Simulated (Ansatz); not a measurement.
Question: Monolayer As (puckered, Pmna in the vacuum cell, 4 atoms) is relaxed with plane-wave PAW r²SCAN+D4 (Ansatz code). What in-plane lattice and thickness result?

Answer: a = 3.620 Å, b = 4.773 Å; 2.36 Å between the outermost nuclei.

Band gap: 1.09 eV (direct). Valence-band maximum: at Γ. Conduction-band minimum: at Γ. Ionisation potential (Kohn–Sham): 4.92 eV. Electron effective mass, in the valley at Γ: 1.1 along x, 0.20 along y (mₑ). Electron effective mass with spin–orbit coupling, in the valley at Γ: 1.1 along x, 0.20 along y (mₑ). Gap with spin–orbit coupling: 1.07 eV. HSE06 gap on the r²SCAN+D4 cell: 1.46 eV. HSE06 ionisation potential: 5.10 eV.

The layer was cut from a bulk entry of the Materials Project (measured or hypothetical); whether that bulk phase is the ambient one, and whether the layer has been isolated, was not checked. The cell was relaxed with r²SCAN+D4 under the symmetry of its start; its stability against distortions is not shown here. Scalar-relativistic: spin–orbit coupling is off unless named, which matters more the heavier the elements.

Potentials: the later of the program's two PAW sets.
